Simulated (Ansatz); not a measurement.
Si3N4 (space group P6_3/m)

```xyz
14
Lattice="7.6635 0.0000 0.0000 -3.8318 6.6368 0.0000 0.0000 0.0000 2.9265" Properties=species:S:1:pos:R:3 pbc="T T T"
Si    -1.3902     5.4752     2.1949
Si     5.2220     1.1616     0.7316
Si     2.2267     1.5336     0.7316
Si     1.6051     5.1032     2.1949
Si    -0.2148     2.6952     2.1949
Si     4.0466     3.9416     0.7316
N      0.0000     4.4245     2.1949
N      3.8318     2.2123     0.7316
N      4.8598     4.4466     2.1949
N     -1.0281     2.1902     0.7316
N     -1.4210     6.4321     0.7316
N      5.2527     0.2048     2.1949
N      1.3827     1.9854     2.1949
N      2.4491     4.6514     0.7316
```

E(V) scan at fixed shape, V₀ the volume above. The atoms relax within the cell's symmetry.

The numbers are results of PBE (plane waves to 420 eV, PAW, scalar-relativistic; Ansatz, an electronic-structure program), not measurements. k mesh 4×4×9 (Γ-centred), Fermi-Dirac smearing 0.05 eV. Energies are smeared free energies. Stress and pressure are positive under compression. With the shape held, the modulus is that of even scaling; a crystal free to change shape is softer. Si3N4 was relaxed with its symmetry unable to fall. ΔE is measured from the relaxed starting cell.

The scan covers V/V₀ from 0.900 to 1.100 in 11 points.

### Question
What pressure does the cell carry at V/V₀ = 0.900?

### Answer
30.0 GPa.

### Question
What is ΔE at V/V₀ = 0.900?

### Answer
91.6 meV/atom.

### Question
What is ΔE at V/V₀ = 1.100?

### Answer
66.4 meV/atom.

(Under strain, the slope of the energy per volume gives the stress and its curvature an elastic modulus.)
